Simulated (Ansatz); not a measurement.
## YIn: computed properties

Method: DFT r2SCAN, scalar-relativistic, plane waves, PAW (Ansatz 0.2.0).

Plane waves to 500 eV, a k mesh through Γ of 12×12×10 on the computed 2-atom cell and Gaussian smearing (0.10 eV); no spin polarisation.

The structure is relaxed at this level of theory with its symmetry kept. Whether it is the stable form of this composition wasn't checked.

Space group P4/mmm (No. 123). a = 3.490 Å, b = 3.490 Å, c = 4.324 Å, α = 90.00°, β = 90.00°, γ = 90.00°
| atom | site | symmetry | x | y | z |
| --- | --- | --- | --- | --- | --- |
| Y | 1a | 4/mmm | 0.0000 | 0.0000 | 0.0000 |
| In | 1d | 4/mmm | 0.5000 | 0.5000 | 0.5000 |

```
Space group                                       : P4/mmm (No. 123)
Volume per atom                                   : 26.33 Å³
Generalised Kohn–Sham band gap                    : none (metal)
Density of states at the Fermi level              : 1.08 states/eV per cell
Löwdin character within 0.5 eV of the Fermi level : Y 4d 73 %, In 5p 19 %
Bulk modulus                                      : 62 GPa
Its pressure derivative                           : 4.6
Bader charges (e)                                 : Y (1 in the cell) 1.37, In (1 in the cell) -1.37
```